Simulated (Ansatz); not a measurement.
## Notes on W

```
CELL_PARAMETERS angstrom
-1.60235 1.60235 1.60235
3.20471 -3.20471 3.20471
1.60235 1.60235 -1.60235
ATOMIC_POSITIONS crystal
W 0.00000 0.00000 0.00000
W 0.00000 0.50000 0.00000
```

Single point in Ansatz 0.2.0 with PBE, no spin polarisation. Cutoff 420 eV, PAW datasets, 14×7×14 Γ-centred k mesh, fermi-dirac filling (width 0.0518 eV).

Problem. Describe some of the short contacts.

Solution. W–W at 2.78 Å: least valence density 0.39 e/Å³ and ELF 0.38 there. Both are smooth PAW fields, read partly inside the augmentation spheres.

Problem. What happens at the Fermi level?

Solution. It is a metal, with about 0.9 states/eV a cell as the mean within 0.25 eV of the Fermi level, mostly W d (88 %).

Problem. What does the stress say?

Solution. The pressure is -5.4 GPa (compression positive), so with the atoms held at these fractions the cell would first shrink.

Origin: a database entry at a rescaled volume.
